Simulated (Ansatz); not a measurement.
## Bi2Te3, one structure, two calculations

Cell: a COD entry whose atoms were relaxed with PBE, the cell held.

```
Bi Te
1.0
     2.19300    1.26613   10.16567
    -2.19300    1.26613   10.16567
     0.00000   -2.53226   10.16567
Bi Te
2 3
Direct
  0.39998 0.39998 0.39998
  0.60002 0.60002 0.60002
  0.00000 0.00000 0.00000
  0.20979 0.20979 0.20979
  0.79021 0.79021 0.79021
```

Atom numbers follow the list; atoms alike are taken as one site, whose name carries the number of the first.

First run. Computed with Ansatz: DFT, PBE, plane waves and PAW, scalar-relativistic, 420 eV cutoff, Γ-centred 12×12×12 k-points, Fermi–Dirac smearing 0.02 eV.

```tsv
site	atom	V_zz (10²¹ V/m²)	η
Bi	1	2.91	0.00
Te3	3	9.92	0.00
Te4	4	-0.19	0.00
```

Second run. The same atoms and settings, except that the functional is r2SCAN and the cutoff is 500 eV.

(1) What does the second run give?

Answers

(1) 

| site | atom | V_zz | η | change of V_zz |
| --- | --- | --- | --- | --- |
| Bi | 1 | 3.43 | 0.00 | +0.52 |
| Te3 | 3 | 10.05 | 0.00 | +0.13 |
| Te4 | 4 | -1.33 | 0.00 | -1.14 |

The largest change of V_zz is on Te4, from -0.19 to -1.33. In per cent, |V_zz| changes by +18 on Bi, +1 on Te (all sites that start above 0.5).

Spin–orbit coupling is left out, which shifts gradients on Bi by a few per cent in wide-gap crystals, and can shift them far more where the calculated gap is small or absent, as here.
For the first run: With a gap of 0.3 eV on this mesh, the gradients can still move by some per cent as the k-mesh gets denser.
